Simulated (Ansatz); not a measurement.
The start is a randomly generated symmetric cell of InSe (space group No. 154). The cell and all atomic positions are relaxed at zero pressure with PBE (plane waves to 420 eV, PAW, scalar-relativistic; Ansatz, a first-principles code). First-step values are on the input's coarse k-mesh.

Ansatz input (later rounds restart from its end on a renewed k-mesh):
Ansatz 0.2 input:
```yaml
crystal:
  lattice:
    - [8.7373079, 0, 0]
    - [-4.368654, 7.5667306, 0]
    - [0, 0, 3.7196717]
  atoms:
    - { symbol: In, position: [0.57047307, 0, 0.16666667] }
    - { symbol: In, position: [0, 0.57047307, 0.83333333] }
    - { symbol: In, position: [0.42952693, 0.42952693, 0.5] }
    - { symbol: Se, position: [0.13951185, 0, 0.16666667] }
    - { symbol: Se, position: [0, 0.13951185, 0.83333333] }
    - { symbol: Se, position: [0.86048815, 0.86048815, 0.5] }
basis: { ecutwfc: 420, ecutrho_ratio: 4, xc_grid: 2, fft_grid_basis: typed }
kpoints: { mp_grid: { grid: [3, 3, 6] } }
hamiltonian:
  xc: pbe
  dispersion: none
  pseudopotentials: { kind: paw }
scf: { occupations: { method: fermi_dirac, width: 0.05 } }
relax: { f_tol: 0.01, max_steps: 100, cell: { stress_tol: 0.02 } }
output: { forces: true, stress: true }
```

By how much does the energy per atom fall from start to end?

0.66 eV/atom.

How do the shortest distances between atoms change?

The closest pairs of elements (up to four, under 3.6 Å), start → end: Se–Se 2.45 → 4.24 Å; In–Se 3.54 → 2.74 Å.

What does it relax into? Give the structure.


Space group P3₂21 (No. 154); a = b = 7.4918 Å, c = 4.2580 Å, α = β = 90.00°, γ = 120.00°

```csv
atom,site,symmetry,x,y,z
In,3a,.2.,0.6825,0.6825,0.0000
Se,3a,.2.,0.3081,0.3081,0.0000
```

The space group stays P3₂21 (No. 154) (the run could not lower it), with 6 atoms in the primitive cell. Final values are on a 7×7×11 k-mesh of the relaxed cell. No spin polarisation in the result. The relaxed primitive cell holds an odd number of electrons. A magnetic state may lie lower.

The run could not lower the symmetry of its start; a shaken copy of this end point relaxes with PBE to P1 (No. 1) at a tolerance of 0.01 Å, Pm (No. 6) at 0.1 Å, 0.21 eV/atom lower.

The relaxed structure here is a generated cell of InSe: the first start was made by a random draw of sites in a space group, and the end was not matched to a known phase here, so it may be hypothetical. Known forms of InSe include space group No. 194.
